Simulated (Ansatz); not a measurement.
Ba2TeS, ordered on the rocksalt lattice (P4/mmm) with 4 atoms a cell, relaxed with r2SCAN in Ansatz 0.2.0. The symmetry is P4/mmm (No. 123, tetragonal); a = 4.793 Å, c = 6.784 Å in the conventional setting, 38.96 Å³ an atom. Around S lie 6 Ba at 3.39 Å; around Ba lie 4 Te at 3.39 Å and 2 S at 3.39 Å; around Te lie 6 Ba at 3.39 Å; around Ba lie 4 S at 3.39 Å and 2 Te at 3.39 Å.

The axes x, y and z are those of this cell:
```
CELL_PARAMETERS angstrom
4.79268 0.00000 0.00000
0.00000 4.79268 0.00000
0.00000 0.00000 6.78397
ATOMIC_POSITIONS crystal
S 0.00000 0.00000 0.00000
Ba 0.00000 0.00000 0.50000
Te 0.50000 0.50000 0.50000
Ba 0.50000 0.50000 0.00000
```

Unstrained: With PBE the gap is 1.790 eV and direct, at Γ. The r2SCAN gap is direct at Γ: 2.143 eV. With HSE06 the gap is 2.543 eV and direct, at Γ. Meshes: PBE 6×6×4, r2SCAN 6×6×4, HSE06 4×4×4. Strains are changes of length per length. After each strain the atoms were relaxed again with r2SCAN within the symmetry that the strain leaves, so tilts or polar shifts that break it weren't tested; points keep the names that they have in the unstrained zone. Values at 0 K without nuclear motion; spin polarisation is off, and the phase may be a hypothetical one.

Task: Apply uniaxial -4.71 % along x, other directions held. How far does the gap move, against the unstrained cell?

Result: PBE: the gap goes from 1.790 to 1.556 eV (-0.234 eV). r2SCAN: the gap goes from 2.143 to 1.907 eV (-0.236 eV). The r2SCAN energy rises by 18.5 meV an atom.

No spin-orbit coupling is included; it can move band edges with weight on the heavy atoms by tenths of an eV.

The meshes of the hybrids are coarse, so their gaps aren't converged to the digits shown.
